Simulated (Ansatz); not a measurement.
Crystals of one structure type (rock salt) and one family of elements, relaxed and computed with the program Ansatz at the r²SCAN level (PAW).

| crystal | V (Å³/atom) | B₀ by P(V) fit (GPa) |
|---|---|---|
| MgO | 9.29 | 167 |
| BeS | 12.44 | 111 |
| CaO | 13.78 | ? |
| SrO | 17.17 | 93.6 |
| MgS | 17.61 | 79.8 |
| CaSe | 26.13 | 52.0 |
| BaTe | 44.05 | 30.6 |

Task: Fit a straight line to ln B₀ against ln V and predict the withheld value.

Result: Least squares on the 6 shown rows: ln B₀ = -1.08 × ln V + (7.505), with a scatter of 6 %. For CaO this gives 107. The run itself gave 117, outside the scatter: the line misses something about this case.

Typed or built starts, not in the databases checked: BeS, rock salt. All cells were relaxed under the symmetry of their starts (and spin orders); stability against distortions was not tested throughout. Spin–orbit coupling is left out wherever it is not named.

Potentials: the later of the program's two PAW sets.
